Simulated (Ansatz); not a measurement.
Relaxed SiC (wurtzite):

```yaml
crystal:
  lattice:
    - [3.07590, 0.00000, 0.00000]
    - [-1.53795, 2.66381, 0.00000]
    - [0.00000, 0.00000, 5.04769]
  atoms:
    - { symbol: Si, position: [0.66667, 0.33333, 0.00051] }
    - { symbol: Si, position: [0.33333, 0.66667, 0.50051] }
    - { symbol: C, position: [0.66667, 0.33333, 0.62469] }
    - { symbol: C, position: [0.33333, 0.66667, 0.12469] }
```

In this cell atom 2 (Si, nearest neighbour C at 1.883 Å; its periodic images, 3.1 Å or more away, move with it) is moved by u·(1.000, 0.000, 0.000) + v·(0.000, 1.000, 0.000); the rest is frozen.

Method: PBEsol (plane waves to 420 eV, PAW, scalar-relativistic; Ansatz, an electronic-structure program). k mesh 10×10×5 (Γ-centred), Fermi-Dirac smearing 0.05 eV. Compression counts positive. Points where atoms come too close for the PAW data are left out (x in tables, blank in figures). SiC was relaxed with its symmetry unable to fall.

Changes of P (GPa) from the point u = 0.000 Å, v = 0.000 Å when one coordinate moves alone (two changes are said to add if the coupling is within 5 % of the smaller one, nearly so within 20 %):

```
point                      change
-------------------------  ------
u = 0.000 Å, v = -0.620 Å   10.62
u = 0.000 Å, v = -0.310 Å    4.15
u = -0.620 Å, v = 0.000 Å   28.65
u = -0.310 Å, v = 0.000 Å    6.37
u = 0.310 Å, v = 0.000 Å     6.37
u = 0.620 Å, v = 0.000 Å    28.65
u = 0.000 Å, v = 0.310 Å     8.62
```

**Question.** Do the two effects add at u = 0.310 Å, v = 0.310 Å? Give the computed change.

**Answer.** The sum of the single changes is 6.37 + (8.62) = 14.99; the calculation gives 8.84, so the coupling contributes -6.15 (over 20 % of the smaller single change, not additive).

**Question.** What is the change at u = 0.620 Å, v = 0.310 Å, where both move, and how far is it from the sum?

**Answer.** The sum of the single changes is 28.65 + (8.62) = 37.27; the calculation gives 11.99, so the coupling contributes -25.28 (over 20 % of the smaller single change, not additive).

**Question.** What is the change at u = -0.310 Å, v = -0.620 Å, where both move, and how far is it from the sum?

**Answer.** The sum of the single changes is 6.37 + (10.62) = 16.99; the calculation gives 31.85, so the coupling contributes 14.86 (over 20 % of the smaller single change, not additive).

(For displaced atoms, the force is minus the slope of the energy, and its curvature is a force constant, which sets phonon frequencies.)
